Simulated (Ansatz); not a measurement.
Space group P6_3/mmc (No. 194). a = 3.563 Å, b = 3.563 Å, c = 11.166 Å, α = 90.00°, β = 90.00°, γ = 120.00°
| atom | site | symmetry | x | y | z |
| --- | --- | --- | --- | --- | --- |
| Y | 2a | -3m. | 0.0000 | 0.0000 | 0.0000 |
| Mn | 2c | -6m2 | 0.3333 | 0.6667 | 0.2500 |
| O | 2b | -6m2 | 0.0000 | 0.0000 | 0.2500 |
| O | 4f | 3m. | 0.3333 | 0.6667 | 0.0843 |

Equation of state of this YMnO₃ structure (not necessarily the ground state), with shape and atoms relaxed at each volume where symmetry leaves them free. It has no gap at any of these volumes. All numbers below come from DFT PBEsol, scalar-relativistic, plane waves, PAW (Ansatz 0.2.0).

Plane waves to 420 eV, a k mesh through Γ of 12×12×4 on the computed 10-atom cell and Gaussian smearing (0.10 eV); collinear spin.

```csv
V (Å³/atom),E − E(largest V) (meV/atom),P (GPa)
10.805,58.92,27.58
11.173,5.64,19.14
11.542,-29.75,11.81
11.910,-49.72,5.60
12.279,-56.05,0.00
12.647,-50.36,-4.82
13.015,-34.47,-8.91
13.506,0.00,-13.42
```

Question: Fit a third-order Birch–Murnaghan equation to E(V).

Answer: V0 = 12.28 Å³/atom, B0 = 170 GPa, B0' = 3.6.

Moments started parallel, and an antiferromagnetic order may lie lower.